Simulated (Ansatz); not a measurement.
CsO₂: relaxed-ion elastic tensor

Computed with DFT LDA, scalar-relativistic, plane waves, PAW (Ansatz 0.2.0). Plane waves to 420 eV; Γ-centred k mesh 14×14×14; Gaussian smearing of 0.20 eV. Collinear spin, site moments 0.0, 0.3, 0.3 μB.

The cell, relaxed at this level:
```yaml
crystal:
  lattice:
    - [-2.10292, 2.10292, 3.50073]
    - [2.10292, -2.10292, 3.50073]
    - [2.10292, 2.10292, -3.50073]
  atoms:
    - { symbol: Cs, position: [0.00000, 0.00000, 0.00000] }
    - { symbol: O, position: [0.40628, 0.40628, 0.00000] }
    - { symbol: O, position: [0.59372, 0.59372, 0.00000] }
```

In a metal, frequencies and elastic constants depend on the k mesh and the smearing, soft modes and shear constants most. Spin–orbit coupling is left out, which matters for heavy elements. A semilocal functional can close a gap that the real compound has.

Question: Give the relaxed-ion elastic constants (GPa, Voigt order xx yy zz yz xz xy, on the axes of the cell above).

Answer:
C11 = 41.5, C12 = 36.2, C13 = 6.9, C22 = 41.5, C23 = 6.9, C33 = 91.0, C44 = 1.7, C55 = 1.7, C66 = 26.2 GPa; the others vanish.

Question: Is the crystal stable against homogeneous strain?

Answer: Too close to call: the least eigenvalue is 1.7 GPa, within what the k mesh leaves open in a metal.

Cost: 1 run of about 13 core-minutes, on Intel Xeon Platinum 8488C (Sapphire Rapids) (shared hosts).